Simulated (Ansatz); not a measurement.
# Notes on SnSbSe2I

```
I Sb Se Sn
1.0
     0.00000    4.10311    0.00000
     6.77041   -2.05156    0.00000
     0.22770    0.00000  -10.27077
I Sb Se Sn
2 2 4 2
Direct
  0.36336 0.72672 0.92290
  0.63664 0.27328 0.07710
  0.29385 0.58770 0.31524
  0.70615 0.41230 0.68476
  0.07442 0.14884 0.74199
  0.92558 0.85116 0.25801
  0.36110 0.72220 0.55477
  0.63890 0.27780 0.44523
  0.00000 0.00000 0.50000
  0.00000 0.00000 0.00000
```

Single point in Ansatz 0.2.0 with r2SCAN, no spin polarisation. Cutoff 500 eV, PAW datasets, 7×7×3 Γ-centred k mesh, fermi-dirac filling (width 0.0889 eV).

(1) What do density and ELF say about some of the short contacts?

(2) Is there a gap?

(3) How is the charge shared?

(4) Is the cell too large or too small?

(5) Which atom feels the largest force, and which way?

Origin: a known structure type with other elements, at an estimated volume, so it need not be a known compound. Caveats: atoms or cell far from equilibrium.

Results:

(1) Sb–Se at 2.64 Å: least valence density 0.47 e/Å³ and ELF 0.60 there. Se–Sn at 2.70 Å: least valence density 0.37 e/Å³ and ELF 0.42 there. I–Sn at 2.89 Å: least valence density 0.33 e/Å³ and ELF 0.38 there. Both are smooth PAW fields, read partly inside the augmentation spheres.

(2) It is a metal, with about 1.4 states/eV a cell as the mean within 0.25 eV of the Fermi level, mostly Sb p (31 %), Se p (24 %) and Sn s (15 %).

(3) Bader charges in e: Sn +0.99 to +1.03, Sb +0.94, Se -0.73, I -0.49. In the mean Sn gives up most and Se takes most.

(4) The pressure is 6.1 GPa (compression positive), so with the atoms held at these fractions the cell would first expand; the forces are large, so a full relaxation may end otherwise. The principal stresses 4.6, 6.1, 7.7 GPa differ, so its shape would change too.

(5) The largest is on I1 (and as large on other atoms): 1.66 eV/Å, components (-1.51, 0.00, 0.69). It makes 135° with the line to a nearest neighbour, Sn10 at 2.89 Å, pointing away from it.
